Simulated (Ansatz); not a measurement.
**AuCu3-type LaMn3**

The computed numbers are results of PBE with spin–orbit coupling (two-component spinors) in the plane-wave PAW code Ansatz at 420 eV, Γ-centred 8×8×8 mesh, 0.05 eV Gaussian smearing; PAW files: Ansatz's generated set soft_2.

```
La Mn
1.0
     4.16474    0.00000    0.00000
     0.00000    4.16474    0.00000
     0.00000    0.00000    4.16474
La Mn
1 3
Direct
  0.00000 0.00000 0.00000
  0.00000 0.50000 0.50000
  0.50000 0.50000 0.00000
  0.50000 0.00000 0.50000
```

The cell came from substitution into a structure type; no database entry of this phase was matched, which doesn't show that none exists.

Starting moments: Mn 3.5 μB on each such atom, all parallel. Spin axis [100] (Cartesian).

The run ends ferromagnetic, with site spin moments La -0.09; Mn 2.98 μB.

The pressure at this geometry is 0.1 GPa.

Which orbitals carry the states at the Fermi level, and how many states are there?

Within 0.1 eV of it: Mn 3d 66 %, La 5d 18 % (shares among the projected shells; no valence p shell of Mn is among them; no valence p shell of La is among them). The density of states at the Fermi level is about 2.8 states/eV per cell, averaged over 0.3 eV.

Density of states (tetrahedra, averaged over 0.3 eV; states/eV per cell of 4 atoms; energy in eV from the Fermi level; projections on Löwdin-orthogonalised atomic orbitals, summed over sites):

| E | total | Mn 3d | La 5d | Mn 4s | La 6s | La 4f j=7/2 |
| --- | --- | --- | --- | --- | --- | --- |
| -5.80 | 0.1 | 0.0 | 0.0 | 0.0 | 0.0 | 0.0 |
| -5.50 | 0.1 | 0.0 | 0.0 | 0.1 | 0.0 | 0.0 |
| -5.20 | 0.3 | 0.0 | 0.0 | 0.1 | 0.1 | 0.0 |
| -4.90 | 0.4 | 0.0 | 0.0 | 0.2 | 0.1 | 0.0 |
| -4.60 | 0.5 | 0.0 | 0.0 | 0.3 | 0.1 | 0.0 |
| -4.30 | 0.7 | 0.1 | 0.1 | 0.4 | 0.1 | 0.0 |
| -4.00 | 2.2 | 0.7 | 0.5 | 0.8 | 0.1 | 0.0 |
| -3.70 | 2.0 | 0.8 | 0.5 | 0.5 | 0.1 | 0.0 |
| -3.40 | 3.6 | 1.8 | 0.8 | 0.7 | 0.2 | 0.0 |
| -3.10 | 5.1 | 3.2 | 0.9 | 0.7 | 0.1 | 0.0 |
| -2.80 | 6.0 | 5.0 | 0.5 | 0.2 | 0.2 | 0.0 |
| -2.50 | 6.5 | 5.0 | 0.8 | 0.3 | 0.1 | 0.0 |
| -2.20 | 6.7 | 4.6 | 1.2 | 0.5 | 0.2 | 0.0 |
| -1.90 | 11.6 | 10.1 | 0.7 | 0.3 | 0.1 | 0.1 |
| -1.60 | 8.6 | 7.3 | 0.5 | 0.4 | 0.0 | 0.1 |
| -1.30 | 5.6 | 4.8 | 0.5 | 0.1 | 0.0 | 0.0 |
| -1.00 | 6.5 | 4.3 | 1.3 | 0.3 | 0.3 | 0.0 |
| -0.70 | 8.3 | 6.1 | 0.9 | 0.1 | 0.4 | 0.1 |
| -0.40 | 3.3 | 2.3 | 0.4 | 0.1 | 0.2 | 0.1 |
| -0.10 | 2.7 | 1.7 | 0.5 | 0.2 | 0.1 | 0.1 |
| 0.20 | 2.9 | 2.0 | 0.4 | 0.2 | 0.1 | 0.1 |
| 0.50 | 3.5 | 2.7 | 0.3 | 0.1 | 0.0 | 0.1 |
| 0.80 | 5.4 | 4.3 | 0.4 | 0.2 | 0.0 | 0.1 |
| 1.10 | 10.1 | 7.4 | 0.8 | 0.8 | 0.1 | 0.3 |
| 1.40 | 7.3 | 4.6 | 1.1 | 0.6 | 0.1 | 0.2 |

Site moments are of spin, integrated over Gaussian weights of 0.5 Å, which gives about a tenth less on f atoms than spheres do. The moments were started parallel, and the real magnetic order may be another.
